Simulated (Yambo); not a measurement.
GeTe (space group R3m, No. 160); a = 4.4222 Å, b = 4.4222 Å, c = 4.4222 Å, α = 56.93°, β = 56.93°, γ = 56.93°. With the G0W0 scissor the direct gap on the mesh is 1.03 eV. Axes are Cartesian, with cell vectors (Å) (2.11, 1.22, 3.69), (-2.11, 1.22, 3.69), (0.00, -2.43, 3.69).

Question: Does this run resolve the lowest exciton, and if so, what are its energy and binding? (Yambo, PBEsol bands; 6×6×6 mesh, 6 valence and 6 conduction bands, static screening with 70 bands and a 4 Ry block, scissor 0.29 eV, Tamm-Dancoff.)

Answer: No. The lowest state covers only about 3 of the 216 k points, so the mesh doesn't resolve it: its energy and its distance from the direct gap are mesh artefacts. An extended exciton needs a far denser mesh. The scissor comes from a G0W0 run whose convergence isn't established. 

The standard potentials for Ge, Te keep a d shell in the valence without the s and p states of that shell. In tests on such compounds this moved G0W0 gaps by up to about 0.9 eV, so absolute quasiparticle energies here are unreliable; differences between settings are what counts.

Spin-orbit coupling is included.

Geometry relaxed with PBE+D3(BJ).
